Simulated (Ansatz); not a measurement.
Relaxed-ion elastic tensor of KMgF3 (cubic perovskite, Pm-3m) in GPa (Voigt order), DFT-r²SCAN in the program Ansatz with PAW potentials; density 3.17 g/cm³, 12.62 Å³ per atom.

```
 149  42.5  42.5   0.0   0.0   0.0
42.5   149  42.5   0.0   0.0   0.0
42.5  42.5   149   0.0   0.0   0.0
 0.0   0.0   0.0  50.3   0.0   0.0
 0.0   0.0   0.0   0.0  50.3   0.0
 0.0   0.0   0.0   0.0   0.0  50.3
```

### Question
Is the crystal mechanically stable?

### Answer
Yes: the smallest eigenvalue of C is 50.3 GPa.

### Question
Work out the Voigt, Reuss and Hill averages.

### Answer
K_V = 78.1, K_R = 78.1, K_H = 78.1; G_V = 51.5, G_R = 51.4, G_H = 51.4 GPa.

### Question
Give Young's modulus, Poisson's ratio, Pugh's ratio and the universal anisotropy index.

### Answer
E = 9KG/(3K + G) = 127 GPa; ν = 0.23; K/G = 1.52 (brittle by the Pugh limit of 1.75); A_U = 5G_V/G_R + K_V/K_R − 6 = 0.00.

### Question
Estimate the sound speeds and the Debye temperature.

### Answer
v_l = √((K + 4G/3)/ρ) = 6800 m/s, v_t = √(G/ρ) = 4030 m/s, mean 4460 m/s; Θ = (h/k)(3n/4πV)^(1/3) v_m = 571 K.

### Question
Give the Zener ratio and Young's modulus along [100], [110] and [111].

### Answer
A = 2C44/(C11 − C12) = 0.94; 1/E = S11 − 2(S11 − S12 − S44/2)Γ with Γ = 0, 1/4, 1/3 gives 130, 126, 124 GPa.

### Question
Solve the Christoffel equation for the three sound speeds along [100], [110], [111].

### Answer
Eigenvalues of C_ijkl n_j n_l equal ρv². In km/s, slowest first: [100] 3.98, 3.98, 6.86; [110] 3.98, 4.10, 6.79; [111] 4.06, 4.06, 6.77.

The cell was relaxed with r²SCAN under the symmetry of its start; phonons on a q-mesh show no instability.

Potentials: the later of the program's two PAW sets.
